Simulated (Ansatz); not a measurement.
The start is a relaxed AlN cell with every coordinate shifted by Gaussian noise of σ = 0.1 Å. Cell shape, volume and atoms are optimised at zero target pressure with PBEsol (plane waves to 420 eV, PAW, scalar-relativistic; Ansatz, an electronic-structure program). The first steps use a coarse 9×9×3 k-mesh.

The start:
```
AlN
1.0
    3.10336     0.00000     0.00000
   -1.55168     2.68759     0.00000
    0.00000     0.00000    10.04914
Al N
4 4
Cartesian
 -0.08160  -0.11865   5.01894
 -0.06273  -0.05554   0.15532
  1.34392   0.88734   2.59798
 -0.19018   1.60448   7.46341
 -0.01848   0.16339   3.00217
 -0.08955   0.03141   8.15038
  1.55457   0.97251   0.64469
 -0.04357   1.76007   5.69644
```

### Question
What pressure does the first self-consistent step give?

### Answer
+8.3 GPa (positive: the cell is compressed).

### Question
Is the parent structure recovered?

### Answer
It relaxes back to the parent, P6₃mc (No. 186).

### Question
How do the shortest distances between atoms change?

### Answer
The closest pairs of elements (up to four, under 3.6 Å), start → end: Al–N 1.59 → 1.89 Å; N–N 2.92 → 3.09 Å; Al–Al 2.95 → 3.08 Å.

### Question
What band gap does the relaxed structure have at this level?

### Answer
3.90 eV, indirect (valence top at Γ, conduction bottom at M) (no spin-orbit coupling).

Relaxed structure:

Space group P6₃mc (No. 186); a = b = 3.103 Å, c = 10.049 Å, α = β = 90.00°, γ = 120.00°

```
atom  site  symmetry       x       y       z
----  ----  --------  ------  ------  ------
Al      2a       3m.  0.0000  0.0000  0.0022
Al      2b       3m.  0.6667  0.3333  0.2511
N       2a       3m.  0.0000  0.0000  0.3126
N       2b       3m.  0.6667  0.3333  0.0626
```

Final values are on a 12×12×4 k-mesh of the relaxed cell. No spin polarisation in the result.

The first start was generated by placing the elements on the sites of a structure type. A measured structure of AlN has the same space group, P6₃mc (No. 186); the sites were not compared with it.
